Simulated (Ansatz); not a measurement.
Notes on LiY3

```
Y Li
1.0
     6.70744    0.00000    0.00000
    -3.35372    5.80881    0.00000
     0.00000    0.00000    5.41421
Y Li
6 2
Direct
  0.83300 0.16700 0.25000
  0.66600 0.83300 0.75000
  0.83300 0.66600 0.25000
  0.16700 0.83300 0.75000
  0.33400 0.16700 0.25000
  0.16700 0.33400 0.75000
  0.33330 0.66670 0.25000
  0.66660 0.33330 0.75000
```

The numbers come from plane-wave PAW DFT (Ansatz): PBE, no spin polarisation, 420 eV, 6×6×6 Γ-centred k points, fermi-dirac occupations (width 0.0107 eV). Nothing was relaxed.

Question: What does the stress say?

Answer: The pressure is 5.2 GPa (compression positive), so with the atoms held at these fractions the cell would first expand.

Question: Give the Bader charges.

Answer: Bader charges in e: Li +0.80, Y -0.25. In the mean Li gives up most and Y takes most. There are 2 density maxima away from the nuclei.

Question: What do density and ELF say about some of the short contacts?

Answer: Y–Li at 3.33 Å: least valence density 0.07 e/Å³ and ELF 0.11 there. Y–Y at 3.33 Å: least valence density 0.11 e/Å³ and ELF 0.12 there. These are pseudo-fields; inside the PAW spheres they differ from the all-electron ones.

Question: Which atom feels the largest force, and which way?

Answer: The largest is on Y6 (and as large on other atoms): 0.32 eV/Å, components (0.00, 0.32, 0.00). It makes 54° with the line to a nearest neighbour, Li7 at 3.33 Å.

Question: Is it stable against the elements?

Answer: 0.24 eV an atom against the elements' usual phases (free molecules for gases, crystals otherwise, with no correction for O₂ or N₂), so at this geometry it isn't bound against them. Relaxing would lower it.

Question: Is there a gap?

Answer: It is a metal, with about 14 states/eV a cell as the mean within 0.25 eV of the Fermi level, mostly Y d (88 %).

Origin: a known structure type with other elements, at an estimated volume, so it need not be a known compound. Caveats: many states at the Fermi level without spin polarisation, so a magnetic state may lie lower.
